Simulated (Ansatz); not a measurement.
SiRu$_{2}$ in space group P4/nmm (No. 129; Ru on 2a, Ru on 2c, Si on 2c) under volume change, r²SCAN in the plane-wave PAW code Ansatz, shape and atoms relaxed at each volume.

```json
[
 {"V (Å³/atom)": "12.518", "E − E(relaxed) (meV/atom)": "104.1", "P (GPa)": "29.48"},
 {"V (Å³/atom)": "12.931", "E − E(relaxed) (meV/atom)": "43.5", "P (GPa)": "17.92"},
 {"V (Å³/atom)": "13.344", "E − E(relaxed) (meV/atom)": "10.2", "P (GPa)": "8.19"},
 {"V (Å³/atom)": "13.756", "E − E(relaxed) (meV/atom)": "0.0", "P (GPa)": "0.00"},
 {"V (Å³/atom)": "14.169", "E − E(relaxed) (meV/atom)": "9.1", "P (GPa)": "-6.85"},
 {"V (Å³/atom)": "14.582", "E − E(relaxed) (meV/atom)": "34.3", "P (GPa)": "-12.58"},
 {"V (Å³/atom)": "14.994", "E − E(relaxed) (meV/atom)": "73.1", "P (GPa)": "-17.39"}
]
```

Q: What does a third-order Birch–Murnaghan fit give for V₀, B₀ and B′?

A: V₀ = 13.76 Å³/atom, B₀ = 249 GPa, B′ = 4.8.

A made-up cell: these elements were put on the sites of a structure type; neither database checked (COD, Materials Project) lists it. Its standing as an ambient phase is unchecked. Symmetry was held in the r²SCAN relaxation; its stability against distortions is not shown here. The run is not spin-polarised.

Potentials: the earlier of the program's two PAW sets.
